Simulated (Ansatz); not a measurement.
Single points with r2SCAN in Ansatz 0.2.0, PAW, spin-restricted, at the geometries given.

**Question.** Which of them gave these results: no gap, pressure 9.9 GPa, largest force 0.00 eV/Å, largest positive Bader charge +0.28 e?
A.
BaOsO3 (500 eV, 8×8×8 mesh on the cell that ran, as a rule the primitive one, fermi-dirac 0.1 eV)
```
Ba Os O
1.0
     4.09758    0.00000    0.00000
     0.00000    4.09758    0.00000
     0.00000    0.00000    4.09758
Ba Os O
1 1 3
Direct
  0.50000 0.50000 0.50000
  0.00000 0.00000 0.00000
  0.00000 0.50000 0.00000
  0.50000 0.00000 0.00000
  0.00000 0.00000 0.50000
```
B.
ZnCu2SnS4 (500 eV, 7×7×7 mesh on the cell that ran, as a rule the primitive one, fermi-dirac 0.1 eV)
```
Cu Zn Sn S
1.0
     0.00000    5.48678    0.00000
     5.48678    0.00000    0.00000
     2.74339    2.74339   -5.47729
Cu Zn Sn S
2 1 1 4
Cartesian
  0.0000 0.0000 0.0000
  2.7434 5.4868 -2.7386
  5.4868 2.7434 -2.7386
  2.7434 2.7434 0.0000
  6.8925 4.0789 -4.0728
  1.3355 1.3377 -1.4045
  4.0811 6.8947 -4.0728
  4.1513 4.1491 -1.4045
```
C.
Y (500 eV, 11×11×6 mesh on the cell that ran, as a rule the primitive one, fermi-dirac 0.1379 eV)
```
Y
1.0
     1.72458    2.98706    0.00000
    -1.72458    2.98706    0.00000
     0.00000    0.00000    5.39614
Y
2
Direct
  0.33333 0.33333 0.25000
  0.66667 0.66667 0.75000
```

**Answer.** C. The others gave BaOsO3: no gap, -10.6 GPa; ZnCu2SnS4: gap 0.48 eV, -2.3 GPa.

Origins: BaOsO3, a known structure type with other elements, at an estimated volume; ZnCu2SnS4, a database entry at a rescaled volume; Y, a known structure type with other elements, at an estimated volume. Caveats for one or more cells: many states at the Fermi level without spin polarisation, so a magnetic state may lie lower; correlation that this level lacks may open a gap in such a compound; no spin-orbit coupling, which can shift this gap by tenths of an eV.
